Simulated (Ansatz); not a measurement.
Relaxed-ion elastic tensor of GaFe$_{3}$ (Cu3Au type, space group No. 221) in GPa (Voigt order), PBEsol (plane waves, PAW; program Ansatz); density 8.46 g/cm³, 11.65 Å³ per atom.

```csv
,1,2,3,4,5,6
1,215,170,170,0.0,0.0,0.0
2,170,215,170,0.0,0.0,0.0
3,170,170,215,0.0,0.0,0.0
4,0.0,0.0,0.0,135,0.0,0.0
5,0.0,0.0,0.0,0.0,135,0.0
6,0.0,0.0,0.0,0.0,0.0,135
```

Q: Is the crystal mechanically stable?

A: Yes: the smallest eigenvalue of C is 45.3 GPa.

Q: Work out the Voigt, Reuss and Hill averages.

A: K_V = 185, K_R = 185, K_H = 185; G_V = 90.1, G_R = 45.2, G_H = 67.7 GPa.

Q: Give Young's modulus, Poisson's ratio, Pugh's ratio and the universal anisotropy index.

A: E = 9KG/(3K + G) = 181 GPa; ν = 0.34; K/G = 2.73 (ductile by the Pugh limit of 1.75); A_U = 5G_V/G_R + K_V/K_R − 6 = 4.95.

Q: Estimate the sound speeds and the Debye temperature.

A: v_l = √((K + 4G/3)/ρ) = 5700 m/s, v_t = √(G/ρ) = 2830 m/s, mean 3170 m/s; Θ = (h/k)(3n/4πV)^(1/3) v_m = 417 K.

Space group Pm-3m (Cu3Au type). The workflow started from an entry of the Crystallography Open Database (COD). Whether it is the stable phase at ambient conditions was not checked. Symmetry was held in the PBEsol relaxation; whether a distortion lowers the energy is not shown. Spin order of the final state: ferromagnetic, chosen from 4 collinear starts compared on coarse meshes (ties went to the first, and starts can fall back to one state), not a proven ground state. As this level gives no gap, shear constants depend on the k-mesh and smearing (Fermi–Dirac, 0.1 eV here). On the denser mesh and wider smearing of the elastic run this cell carries a stress of 0.4 GPa.

Potentials: the later of the program's two PAW sets.
